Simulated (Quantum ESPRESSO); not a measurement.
# Al3CuNbRu3 in 6 site orders

All numbers below are calculated, not measured. They come from Quantum ESPRESSO 7.5, a public plane-wave density functional program. Each row is one single-point run on a made-up periodic cell of eight metal atoms, with elements, volume, strain and displacements drawn at random and not relaxed, so a cell may be unstable or far from any real phase. There is no spin polarisation or spin-orbit coupling.

Settings: PBE unless stated; PseudoDojo standard norm-conserving files; Fermi-Dirac width 0.25 eV, which means electrons at about 2900 K; cutoff 1252 eV; 6 x 6 x 4 k mesh shifted half a step off Gamma. E is the free energy of the whole cell (internal energy minus TS), so a -TS column is already part of it. Stress is positive in tension, and the pressure P is minus a third of its trace.

Checks: one run of this series was repeated at a higher cutoff and on a denser mesh, which moved values by no more than 0.003 eV, 0.02 GPa and 0.003 eV/Å, and a second program with other atomic files agreed on it to 2 % rms in force and 0.5 GPa in pressure. Known limits: the copper pseudopotential is less sure than most, with forces differing by about three percent and pressure by about two GPa from a second method on plain copper; a spin test at this wide smearing found no moment, but such smearing suppresses magnetism that the real alloy may have.

The lattice is face-centred cubic, and the cell vectors in Å are (2.025, 3.982, 2.023); (2.031, -3.971, 1.997); (1.936, -0.021, -5.938), a volume of 126.70 Å³. The runs put one composition on the same eight displaced sites in different orders. E is counted from run 1, and the rms force is over all 24 components. Nothing is relaxed, so E mixes bonding between neighbours with strain on unrelaxed sites, and it is not an ordering energy.

```
run,elements on sites 1 to 8,E (eV),-TS (eV),rms force (eV/Å),largest force (eV/Å),P (GPa)
1,Al Nb Al Ru Ru Cu Ru Al,0.000,-1.532,0.402,1.18,-11.52
2,Al Ru Ru Cu Nb Ru Al Al,-0.535,-1.290,0.373,1.10,-12.38
3,Ru Cu Ru Al Al Al Ru Nb,-0.486,-1.382,0.262,0.82,?
4,Cu Al Nb Al Ru Ru Al Ru,0.176,-1.547,0.483,1.64,-11.11
5,Al Cu Ru Nb Al Ru Ru Al,-0.429,-1.339,0.491,1.34,-12.23
6,Ru Ru Al Cu Al Nb Al Ru,-0.515,-1.319,0.355,1.19,-12.45
```

## Worked fit

A straight line through the runs shown gives P = -11.47 + 1.81 E GPa with E in eV, an error of 0.09 on the slope and a scatter of 0.06 GPa. At this fixed volume the orders of higher energy tend to have the higher pressure.

## Withheld value

Question: what pressure should run 3 give?

The fit gives -12.35 ± 0.07 GPa. The calculation gave -12.28 GPa.
